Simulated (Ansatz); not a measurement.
**EuBi in the WC-type structure**

Computed with Ansatz (plane waves, PAW, 420 eV cutoff): PBE, scalar-relativistic, collinear spin, Γ-centred 10×10×4 mesh, 0.05 eV Gaussian smearing; PAW files: Ansatz's generated set soft_2.

```yaml
crystal:
  lattice:
    - [4.25711, 0.00000, 0.00000]
    - [-2.12856, 3.68677, 0.00000]
    - [0.00000, 0.00000, 9.18965]
  atoms:
    - { symbol: Eu, position: [0.00000, 0.00000, 0.00000] }
    - { symbol: Bi, position: [0.66667, 0.33333, 0.25000] }
    - { symbol: Eu, position: [0.00000, 0.00000, 0.50000] }
    - { symbol: Bi, position: [0.66667, 0.33333, 0.75000] }
```

The structure was built from a prototype; whether the compound forms in it isn't claimed.

Magnetic state: antiferromagnetic, site spin moments Eu 6.81, -6.81 μB.

The run above is the reference. The same cell was run again with other input settings; several of them aren't fit for production, so the rows show the settings' effect and aren't properties of the material.

```tsv
keys changed	outcome	ΔE (meV/atom)	P (GPa)	gap on the mesh (eV)	cell moment (μB)	largest force component (eV/Å)	SCF iterations	rough core-seconds	new warnings
none (reference)	converged	0.0	0.0	metal	0.00	0.000	–	–	–
accuracy: "medium"; scf.occupations.width: 0.05 → null; scf.occupations.method: "gaussian" → "tetrahedron_uncorrected"	converged	8.1	0.0	metal	0.00	0.000	22	60	band table not solved further
scf.lower_state_search: "light"	converged	0.0	0.0	metal	0.00	0.000	13	40	given moment on shells
```

ΔE is the energy with the smearing extrapolated to zero. It is left out where the change alters the Hamiltonian or the spin treatment. The varied runs start from atomic densities (corrected by the program's trained start where that serves), with the default search for lower states unless a row changes it, while the reference went on from a saved state, so a magnet may end in another state whatever the setting.

Q: What happens with these changes: scf.mixing.preconditioner: "ldos"; basis.xc_grid: 4; scf.occupations.method: "gaussian" → "cold"; scf.occupations.width: 0.05 → 0.1?

A: outcome converged, ΔE (meV/atom) -1.3, P (GPa) 0.0, gap on the mesh (eV) metal, cell moment (μB) 0.00, largest force component (eV/Å) 0.000, SCF iterations 14, rough core-seconds 40, new warnings given moment on shells.

2 further runs (cut off, refused for memory, with changed atoms or starts, or in doubt) are left out.

Of the reference: Without a U the 4f levels of Eu lie too near the Fermi level, so their share of the states there, and what hangs on it, is overstated. Scalar-relativistic only: spin–orbit splittings of the heavy atoms' levels are missing. The run wasn't fully tested for a lower electronic state. Site moments are of spin, integrated over atomic spheres.
